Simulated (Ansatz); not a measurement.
# SnSe (Fm-3m), clamped-ion strain scan

Theory: DFT r2SCAN, scalar-relativistic, plane waves, PAW (Ansatz 0.2.0). Settings: plane waves to 500 eV, k-mesh 10×10×10 (Γ-centred), Gaussian smearing 0.05 eV. No spin polarisation. Energies are free energies at this smearing, counted from the undisturbed cell; pressure is positive in compression.

Zero of the scan (relaxed at this level; this rock-salt form isn't the usual structure):

```
Sn Se
1.0
     0.00000    3.01000    3.01000
     3.01000    0.00000    3.01000
     3.01000    3.01000    0.00000
Sn Se
1 1
Direct
  0.00000 0.00000 0.00000
  0.50000 0.50000 0.50000
```

The cell is strained by ε times the Voigt pattern (1, 0, 0, 0, 0, 0) (xx, yy, zz, yz, xz, xy; engineering shear) with fractional coordinates fixed.

```csv
ε,ΔE (meV/atom),"stress summed along the pattern (GPa, tension positive)",gap on the mesh (eV)
-0.1000,172.6,-23.87,0.00
-0.0750,88.0,-15.95,0.26
-0.0500,35.1,-9.16,0.48
-0.0250,7.8,-3.91,0.48
0.0000,0.0,0.03,0.46
0.0250,6.6,2.91,0.36
0.0500,23.5,4.93,0.30
0.0750,47.6,6.28,0.26
0.0875,61.5,6.74,0.25
0.1000,76.2,7.09,0.24
```

Where the gap reads zero the k-mesh, chosen for the insulator, is on the coarse side.

Cost: 10 runs of about 2.1 core-minutes in all, on Intel Xeon Platinum 8259CL (Skylake/Cascade Lake) (shared hosts).